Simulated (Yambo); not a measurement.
Yambo run on SiO$_{2}$ (α-quartz, space group P3_121, No. 152). The wavefunctions are PBEsol (pw.x of Quantum ESPRESSO, ONCV potentials, scalar-relativistic) ones on a 3×3×4 mesh (24 occupied bands); a = 4.915 Å, b = 4.915 Å, c = 5.431 Å, α = 90.00°, β = 90.00°, γ = 120.00°.

Yambo input:

```
rim_cut
gw0
dyson
el_el_corr
HF_and_locXC
ppa
em1d
RandQpts= 1000000
RandGvec= 1 Ry
EXXRLvcs= 84 Ry
VXCRLvcs= 336 Ry
Chimod= "HARTREE"
% BndsRnXp
 1 | 213 |
%
NGsBlkXp= 8 Ry
% LongDrXp
 1.0 | 1.0 | 1.0 |
%
PPAPntXp= 27.2114 eV
% GbndRnge
 1 | 80 |
%
GTermKind= "none"
DysSolver= "n"
ExtendOut
% QPkrange
 1 | 1 | 24 | 25 |
 7 | 7 | 24 | 24 |
%
```

k points by index: 1 = Γ, 7 = K.

Resulting energies as the program prints them:

```
#    K-point    Band    Eo [eV]    E [eV]    E-Eo [eV]    Vxc [eV]    Vnlxc [eV]    Sc|Eo [eV]    Sc|E [eV]    dSc/dw|Eo [eV]    Re(Z)    Im(Z)
#
    1    24    -0.307502    -1.524016    -1.216514    -19.30164    -25.31951    4.541078    4.801352    -5.821378    0.823768    -0.997028E-3
    1    25    5.866724    7.317443    1.450719    -11.17378    -6.648591    -2.863074    -3.074468    -3.964966    0.872821    -0.730814E-3
    7    24    0.000000    -1.138935    -1.138935    -19.85109    -25.83811    4.604101    4.848089    -5.828838    0.823582    -0.984987E-3
```
(The two width columns are left out.) Convergence of these settings isn't established.

Geometry of the Materials Project entry, not relaxed at this level.
